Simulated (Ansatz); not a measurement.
A geometry of PtSe2 away from equilibrium: step 2 of the relaxation of a generated cell, PtSe2 placed in the CdI2 structure type. The numbers are results of r2SCAN (plane waves to 500 eV, PAW, scalar-relativistic; Ansatz, an electronic-structure program), not measurements. Γ-centred k-mesh 7×7×4 on the run's cell (coarser than for final values), Fermi–Dirac smearing 0.05 eV. The plane waves were selected for a different cell earlier on the path.

```
PtSe2
1.0
    3.68663     0.00000     0.00000
   -1.84332     3.19272     0.00000
    0.00000     0.00000     5.78310
Pt Se
1 2
Direct
  0.00000   0.00000   0.00000
  0.33333   0.66667   0.21908
  0.66667   0.33333   0.78092
```

Problem. What forces act on the atoms (eV/Å)?

Solution. 
```json
[
 {"atom": "Pt1", "Fx": "0.00", "Fy": "0.00", "Fz": "0.00"},
 {"atom": "Se2", "Fx": "0.00", "Fy": "0.00", "Fz": "0.78"},
 {"atom": "Se3", "Fx": "0.00", "Fy": "0.00", "Fz": "-0.78"}
]
```

The path ends in P-3m1 (No. 164) (CdI2 type). No spin polarisation in the result. No dispersion correction is included, so spacings between layers, chains or molecules are soft and tend to come out too large.

The run could not lose the symmetry of its start; a randomly shaken copy of 6 atoms returns to this structure.
